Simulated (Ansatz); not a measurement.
Problem. Each is relaxed and computed with DFT-r²SCAN in the program Ansatz with PAW potentials. Which is the only metal?
A) Ge3Mo5, I4/mcm (Ge on 4a, Ge on 8h, Mo on 16k, Mo on 4b)
B) In2Ge2O7, C2/m (Pearson symbol mS22)
C) ZnGeAs2, chalcopyrite
D) BaAlGeH, P3m1 (Ba on 1b, Al on 1a, Ge on 1c, H on 1a)

Solution. A, Ge3Mo5, I4/mcm (Ge on 4a, Ge on 8h, Mo on 16k, Mo on 4b). Ge3Mo5: metal; ZnGeAs2: gap 0.60 eV (direct); In2Ge2O7: gap 2.75 eV (direct); BaAlGeH: gap 1.02 eV (indirect). Standing as an ambient phase not checked: Ge3Mo5, I4/mcm (Ge on 4a, Ge on 8h, Mo on 16k, Mo on 4b); ZnGeAs2, chalcopyrite; In2Ge2O7, C2/m (Pearson symbol mS22); BaAlGeH, P3m1 (Ba on 1b, Al on 1a, Ge on 1c, H on 1a). All cells were relaxed under the symmetry of their starts (and spin orders); stability against distortions was not tested throughout. Rows with no word on spin ran without spin polarisation. Scalar-relativistic: spin–orbit coupling is off unless named, which matters more the heavier the elements.

Potentials: the later of the program's two PAW sets.
